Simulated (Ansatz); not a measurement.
## MgS under compression and expansion

Space group Fm-3m (No. 225). a = 5.203 Å, b = 5.203 Å, c = 5.203 Å, α = 90.00°, β = 90.00°, γ = 90.00°
```
atom  site  symmetry       x       y       z
  Mg    4a      m-3m  0.0000  0.0000  0.0000
   S    4b      m-3m  0.5000  0.0000  0.0000
```

The runs use the primitive cell with vectors (0.000, 2.602, 2.602), (2.602, 0.000, 2.602), (2.602, 2.602, 0.000) Å, to which the k mesh refers.

The cell is COD entry 9008672, as deposited and not checked against the literature; nothing was relaxed.

Levels of theory: DFT, PBEsol, all-electron LAPW, scalar-relativistic (Ansatz 0.2.0); DFT, PBEsol, PAW with Ansatz's default frozen-core files, scalar-relativistic (Ansatz 0.2.0).

For LAPW: a Γ-centred 10×10×10 k mesh, Fermi–Dirac smearing of 0.03 eV, basis error target 0.25 meV/atom, no spin polarisation. PAW takes a cutoff of 420 eV at this cell (files made with PBE, cores remade for this functional). The Ansatz runs share mesh, smearing and spin set-up. Plane-wave (PAW) pressures include the program's estimate of the Pulay term.

The cell above is scaled evenly, with fractional coordinates and shape held.

```json
{"V/V(cell)": "0.9400", "V (Å³/atom)": "16.553", "P, LAPW (GPa)": "?", "P, PAW (GPa)": "?", "gap on the k mesh, LAPW (eV)": "?", "free energy over the lowest listed, PAW (meV/atom)": "?"}
{"V/V(cell)": "0.9600", "V (Å³/atom)": "16.905", "P, LAPW (GPa)": "2.34", "P, PAW (GPa)": "2.36", "gap on the k mesh, LAPW (eV)": "2.78", "free energy over the lowest listed, PAW (meV/atom)": "3.5"}
{"V/V(cell)": "0.9800", "V (Å³/atom)": "17.257", "P, LAPW (GPa)": "0.60", "P, PAW (GPa)": "0.63", "gap on the k mesh, LAPW (eV)": "2.74", "free energy over the lowest listed, PAW (meV/atom)": "0.2"}
{"V/V(cell)": "0.9900", "V (Å³/atom)": "17.433", "P, LAPW (GPa)": "-0.20", "P, PAW (GPa)": "-0.18", "gap on the k mesh, LAPW (eV)": "2.72", "free energy over the lowest listed, PAW (meV/atom)": "0.0"}
{"V/V(cell)": "1.0000", "V (Å³/atom)": "17.609", "P, LAPW (GPa)": "-0.96", "P, PAW (GPa)": "-0.94", "gap on the k mesh, LAPW (eV)": "2.70", "free energy over the lowest listed, PAW (meV/atom)": "0.6"}
{"V/V(cell)": "1.0100", "V (Å³/atom)": "17.786", "P, LAPW (GPa)": "-1.68", "P, PAW (GPa)": "-1.66", "gap on the k mesh, LAPW (eV)": "2.68", "free energy over the lowest listed, PAW (meV/atom)": "2.0"}
{"V/V(cell)": "1.0200", "V (Å³/atom)": "17.962", "P, LAPW (GPa)": "-2.37", "P, PAW (GPa)": "-2.35", "gap on the k mesh, LAPW (eV)": "2.66", "free energy over the lowest listed, PAW (meV/atom)": "4.3"}
{"V/V(cell)": "1.0400", "V (Å³/atom)": "18.314", "P, LAPW (GPa)": "-3.64", "P, PAW (GPa)": "-3.62", "gap on the k mesh, LAPW (eV)": "2.62", "free energy over the lowest listed, PAW (meV/atom)": "10.8"}
{"V/V(cell)": "1.0600", "V (Å³/atom)": "18.666", "P, LAPW (GPa)": "-4.79", "P, PAW (GPa)": "-4.77", "gap on the k mesh, LAPW (eV)": "2.59", "free energy over the lowest listed, PAW (meV/atom)": "20.1"}
```

Problem. Fill in the row V/V(cell) = 0.9400.

Solution. P, LAPW (GPa) = 4.26, P, PAW (GPa) = 4.28, gap on the k mesh, LAPW (eV) = 2.83, free energy over the lowest listed, PAW (meV/atom) = 10.8.

Problem. What do Birch–Murnaghan fits to the pressures give?

Solution. LAPW: V0 = 17.39 Å³/atom, B0 = 78 GPa, B0′ = 4.1; PAW: V0 = 17.39 Å³/atom, B0 = 78 GPa, B0′ = 4.1.

PAW's V0 lies 0.03 % from the all-electron value and its B0 0.0 %. Symmetry fixes shape and coordinates here, so this is the relaxed modulus.
